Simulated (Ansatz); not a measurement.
The end point of a relaxation of AlN. Level of theory: PBEsol (plane waves to 420 eV, PAW, scalar-relativistic; Ansatz, a quantum-chemistry and plane-wave program).

```xyz
4
Lattice="2.8360 0.0000 0.0000 -1.4180 2.4560 0.0000 0.0000 0.0000 4.8561" Properties=species:S:1:pos:R:3 pbc="T T T"
Al     0.0000     0.0000     2.4280
Al     0.0000     0.0000     0.0000
N      0.0000     1.6374     3.6421
N      1.4180     0.8187     1.2140
```

Task: Determine the symmetry and give the standard cell with its independent sites.

Result: Space group P6₃/mmc (No. 194); a = b = 2.8360 Å, c = 4.8561 Å, α = β = 90.00°, γ = 120.00°

```json
[
 {"atom": "Al", "site": "2a", "symmetry": "-3m.", "x": "0.0000", "y": "0.0000", "z": "0.0000"},
 {"atom": "N", "site": "2d", "symmetry": "-6m2", "x": "0.6667", "y": "0.3333", "z": "0.2500"}
]
```

This is the NiAs type.

Task: Give the shortest distances between elements (the closest pairs, up to four, under 3.6 Å).

Result: Al–N 2.04 Å; Al–Al 2.43 Å; N–N 2.84 Å.

```yaml
volume_per_atom: 8.46 Å³
band_gap: 4.76 eV, indirect (valence top at Γ, conduction bottom at 38 % of the way from L to M) (no spin-orbit coupling)
smallest_direct_gap: 5.06 eV at Γ
```

No spin polarisation in the result.

The run could not lose the symmetry of its start.

All atoms sit on sites fixed by symmetry, so only the cell could relax.

The first start was generated by placing the elements on the sites of a structure type. Materials Project lists a structure of AlN in the same space group, P6₃/mmc (No. 194); the sites were not compared with it, nor with measured phases. Known forms of AlN include space group No. 186, 216.
